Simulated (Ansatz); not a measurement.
MgTe:
```yaml
crystal:
  lattice:
    - [3.71285, 0.00000, 0.00000]
    - [0.00000, 3.71285, 0.00000]
    - [0.00000, 0.00000, 3.71285]
  atoms:
    - { symbol: Mg, position: [0.00000, 0.00000, 0.00000] }
    - { symbol: Te, position: [0.50000, 0.50000, 0.50000] }
```

Relaxed with PBE. Special points in fractions of this cell's reciprocal vectors: Γ (0.000, 0.000, 0.000); X (0.000, 0.500, 0.000); M (0.500, 0.500, 0.000); R (0.500, 0.500, 0.500).

### Question
List the band energies nearest the Fermi level at these points for PBE (plane waves, PAW; program Ansatz).

### Answer
In eV from the Fermi level; about four levels below and three above (degenerate sets whole), none deeper than 8.9 eV; points with the same levels are listed once.

```
k              below                above
-  -----------------  -------------------
Γ  -0.99 -0.99 -0.99       0.08 3.41 3.41
X  -6.04 -0.04 -0.04  2.96 4.55 5.37 5.37
M  -4.51 -4.51 -1.33  0.82 6.49 6.61 6.61
R  -3.27 -3.27 -3.27       0.76 0.76 0.76
```

Space group Pm-3m (CsCl type). A made-up cell: these elements were put on the sites of a structure type; neither database checked (COD, Materials Project) lists it. COD files the formula under space group No. 186, so this cell is another polymorph or a model. Its standing as an ambient phase is unchecked. The cell was relaxed with PBE under the symmetry of its start; whether a distortion lowers the energy is not shown. Spin–orbit coupling is left out wherever it is not named.

Potentials: the later of the program's two PAW sets.
